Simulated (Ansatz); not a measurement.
NiSi (MnP type, space group Pnma)

```
NiSi
1.0
    5.10456     0.00000     0.00000
    0.00000     3.36011     0.00000
    0.00000     0.00000     5.50394
Ni Si
4 4
Direct
  0.50943   0.25000   0.68690
  0.00943   0.25000   0.81310
  0.49057   0.75000   0.31310
  0.99057   0.75000   0.18690
  0.67875   0.25000   0.08721
  0.17875   0.25000   0.41279
  0.32125   0.75000   0.91279
  0.82125   0.75000   0.58721
```

The slice is a (001) plane (indices of the conventional cell) through the point (0.509, 0.250, 0.687) (fractional), spanned by u = [010] and v = [100] in vectors of this cell: u (3.36 Å) and v (5.10 Å, at 90° to u). It covers one period; positions are fractions (u, v).

Method: PBEsol (plane waves to 420 eV, PAW, scalar-relativistic; Ansatz, an electronic-structure program). k mesh 9×14×9. Near the nuclei the fields are pseudised (PAW); where an atom keeps semicore shells as valence, they peak there. NiSi is run without spin polarisation. NiSi was relaxed with its symmetry unable to fall.

### Question
Sketch the valence electron density on this plane as a map.

### Answer
```
|@@%%++--..        ..--++%%|
|**++==::..        ..::==++|
|----::....        ....::--|
|........            ......|
|......                ....|
|......                ....|
|......                ....|
|::::....            ....::|
|----::....        ....::--|
|==--::................::--|
|----::::............::::--|
|::::::::::........::::::::|
|..........................|
|..........................|
|..........................|
|..........................|
|----::................::--|
|**++==::............::==++|
|@@%%++--..        ..--++%%|
|@@%%**--..        ..--**%%|
```
Scale: ten equal steps from -0.85 (start of ' ') to 1.78 (end of '@'), in the order ' .:-=+*#%@'. Values: log₁₀ of the valence density in e/Å³. The map has 13 points along u (two characters each, u = 0 at the left) and 20 along v (v = 0 in the bottom row). The scale is logarithmic, as a density can span decades between atoms and voids.
